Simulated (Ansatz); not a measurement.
Consider a crystal of ScAlN₂ in space group Pmmm (No. 47), with Sc on 1a; Al on 1d; N on 2q.

Computed with DFT PBE, scalar-relativistic, plane waves, PAW (Ansatz). Cutoff 420 eV, Γ-centred mesh, Gaussian smearing, no spin polarisation.

The zero of energy is the elements' standard structures at the same level (N₂ as a molecule); no fitted shifts are applied.

Question: Which cell and coordinates does it relax to?

Answer:

Space group Pmmm (No. 47). a = 3.036 Å, b = 4.293 Å, c = 6.259 Å, α = 90.00°, β = 90.00°, γ = 90.00°
| atom | site | symmetry | x | y | z |
| --- | --- | --- | --- | --- | --- |
| Sc | 1a | mmm | 0.0000 | 0.0000 | 0.0000 |
| Al | 1d | mmm | 0.5000 | 0.0000 | 0.5000 |
| N | 2q | mm2 | 0.0000 | 0.0000 | 0.3107 |

Around Sc lie 2 N at 1.94 Å and 2 Sc at 3.04 Å; around Al lie 4 N at 1.93 Å; around N lie 2 Al at 1.93 Å, 1 Sc at 1.94 Å and 1 N at 2.37 Å. Another local minimum with the same sites may exist.

Question: Where does its energy lie, and is it a metal?

Answer: The formation energy is +0.02 eV/atom and the gap on the 16×12×8 mesh of the 4-atom cell is 0 eV (a metal). The formation energy is too near zero to say whether this cell lies below the elements.

The last run used Gaussian smearing of 0.10 eV. The k mesh leaves some 4 meV/atom of noise in the energy of each metallic cell. Symmetry constrained the relaxation, so the result can be a saddle point. Another cell of ScAlN2 relaxed alike, in I4_1/amd (a Materials Project cell), lies 1.44 eV/atom lower, so this cell isn't the stable form at this level.
